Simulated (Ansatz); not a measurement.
AlPt3:
```
AlPt3
1.0
    3.84926     0.00000     0.00000
    0.00000     3.84926     0.00000
    0.00000     0.00000     3.84926
Al Pt
1 3
Direct
  0.00000   0.00000   0.00000
  0.00000   0.50000   0.50000
  0.50000   0.00000   0.50000
  0.50000   0.50000   0.00000
```

Relaxed with LDA. Special points in fractions of this cell's reciprocal vectors: Γ (0.000, 0.000, 0.000); X (0.000, 0.500, 0.000); M (0.500, 0.500, 0.000); R (0.500, 0.500, 0.500).

**Question.** List the band energies nearest the Fermi level at these points for LDA in the plane-wave PAW code Ansatz.

**Answer.** In eV from the Fermi level; about four levels below and three above (degenerate sets whole), none deeper than 8.9 eV; points with the same levels are listed once.

```tsv
k	below	above
Γ	-2.58 -2.58 -2.58 -0.92 -0.92	0.14 0.14 0.14
X	-2.27 -2.27 -2.03 -0.75	0.70 4.04 5.81 5.81
M	-2.64 -1.79 -1.63 -0.90	1.80 1.80 6.81
R	-2.24 -2.24 -2.24 -1.86 -1.86 -0.48	0.19 0.19 0.19
```

Space group Pm-3m (Cu3Au type). The first step of the workflow began from a Materials Project structure, measured or hypothetical; the Crystallography Open Database copy checked does not list it. Whether it is the stable phase at ambient conditions was not checked. The LDA relaxation kept the symmetry of its start; its stability against distortions is not shown here. The run is not spin-polarised. Scalar-relativistic: spin–orbit coupling is off unless named, which matters more the heavier the elements.

Potentials: the later of the program's two PAW sets.
